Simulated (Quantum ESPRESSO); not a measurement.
Band energies of CdO2H2

```xyz
5
Lattice="3.5433 0.0000 0.0000 -1.7717 3.0686 0.0000 0.0000 0.0000 4.5852" Properties=species:S:1:pos:R:3 pbc="T T T"
H      1.7717     1.0229     2.5123
H      0.0000     2.0457     2.0729
O      1.7717     1.0229     3.4815
O      0.0000     2.0457     1.1037
Cd     0.0000     0.0000     0.0000
```

PBEsol (pw.x of Quantum ESPRESSO, ONCV potentials, with spin-orbit coupling); path ΓMKΓALHA,LM,KH; energies in eV from the valence-band maximum.

```csv
k (1/Å),point,band 34,band 35,band 36,band 37,band 38,band 39,band 40,band 41
0.00,Γ,-0.35,1.59,1.59,6.06,6.06,10.11,10.11,12.39
0.61,,-0.11,4.35,4.35,7.91,7.91,8.28,8.28,10.39
1.02,M,0.00,6.36,6.36,6.36,6.36,8.75,8.75,10.48
1.22,,-0.26,6.43,6.43,6.61,6.61,8.68,8.68,10.39
1.61,K,-1.51,6.66,6.66,7.85,7.85,7.87,7.87,10.13
2.01,,-0.81,5.42,5.42,7.72,7.72,8.57,8.57,10.38
2.60,,-0.37,2.07,2.07,6.34,6.34,9.92,9.92,11.72
2.80,Γ,-0.35,1.59,1.59,6.06,6.06,10.11,10.11,12.39
3.31,,-0.10,3.30,3.30,5.17,5.17,10.32,10.32,12.16
3.48,A,-0.06,4.25,4.25,4.28,4.28,11.03,11.03,11.38
3.82,,-0.25,4.74,4.74,5.00,5.00,10.23,10.23,11.28
4.51,L,-0.51,5.92,5.92,6.88,6.88,8.99,8.99,9.24
5.10,H,-0.89,6.96,6.96,7.96,7.96,8.74,8.74,8.80
5.69,,-0.49,5.45,5.45,5.96,5.96,9.64,9.64,10.36
6.13,,-0.12,4.38,4.38,4.42,4.42,10.83,10.83,11.39
6.28,A,-0.06,4.25,4.25,4.28,4.28,11.03,11.03,11.38
6.28,L,-0.51,5.92,5.92,6.88,6.88,8.99,8.99,9.24
6.62,,-0.22,6.01,6.01,6.78,6.78,8.67,8.67,9.42
6.96,M,0.00,6.36,6.36,6.36,6.36,8.75,8.75,10.48
6.96,K,-1.51,6.66,6.66,7.85,7.85,7.87,7.87,10.13
7.65,H,-0.89,6.96,6.96,7.96,7.96,8.74,8.74,8.80
```

The PBEsol gap is indirect, 1.59 eV, from M to Γ; the smallest direct gap is 1.94 eV.

Geometry relaxed with PBE+D3(BJ).

The structure is a Materials Project entry; no match was found in the copy of COD used, and its stability was not checked.
